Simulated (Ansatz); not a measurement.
Consider the following.

CdSe2:
```cif
data_Cd4Se8
_chemical_formula_sum 'Cd4 Se8'
_space_group_name_H-M_alt 'P 1'
_space_group_IT_number 1
_cell_length_a 6.67944
_cell_length_b 6.67944
_cell_length_c 6.67944
_cell_angle_alpha 90.000
_cell_angle_beta 90.000
_cell_angle_gamma 90.000
loop_
_space_group_symop_operation_xyz
  'x, y, z'
loop_
_atom_site_label
_atom_site_type_symbol
_atom_site_fract_x
_atom_site_fract_y
_atom_site_fract_z
_atom_site_occupancy
Cd1 Cd 0.50000 0.50000 0.00000 1
Cd2 Cd 0.00000 0.50000 0.50000 1
Cd3 Cd 0.00000 0.00000 0.00000 1
Cd4 Cd 0.50000 0.00000 0.50000 1
Se1 Se 0.10248 0.89752 0.39752 1
Se2 Se 0.89752 0.10248 0.60248 1
Se3 Se 0.39752 0.10248 0.89752 1
Se4 Se 0.60248 0.89752 0.10248 1
Se5 Se 0.60248 0.60248 0.60248 1
Se6 Se 0.39752 0.39752 0.39752 1
Se7 Se 0.89752 0.39752 0.10248 1
Se8 Se 0.10248 0.60248 0.89752 1
```

This is the r²SCAN-relaxed structure.

Problem. All from plane-wave PAW r²SCAN (Ansatz code), unless another level is named. Estimate the hole effective mass with spin–orbit coupling, band 1 of 2 at the edge.

Solution. 4.1 along [100], 0.78 along [110], 0.45 along [111] (mₑ).

Problem. Next, the gap with spin–orbit coupling?

Solution. 1.01 eV.

Problem. Next, the hole effective mass with spin–orbit coupling, band 2 of 2 at the edge?

Solution. 0.23 along [100], 0.30 along [110], 0.42 along [111] (mₑ).

Problem. And the electron effective mass?

Solution. 0.43, 0.43, 0.48 mₑ (principal values).

Problem. Next, the valence-band maximum?

Solution. at Γ.

Problem. And the conduction-band minimum?

Solution. on the Γ–R line, 36 % of the way from Γ (8 equivalent valleys).

Space group Pa-3. The workflow started from a Materials Project entry (that database holds measured and hypothetical structures alike); the Crystallography Open Database copy checked does not list it. Whether it is the stable phase at ambient conditions was not checked. The cell was relaxed with r²SCAN under the symmetry of its start; its stability against distortions is not shown here. Scalar-relativistic: spin–orbit coupling is off unless named, which matters more the heavier the elements.

Potentials: the later of the program's two PAW sets.
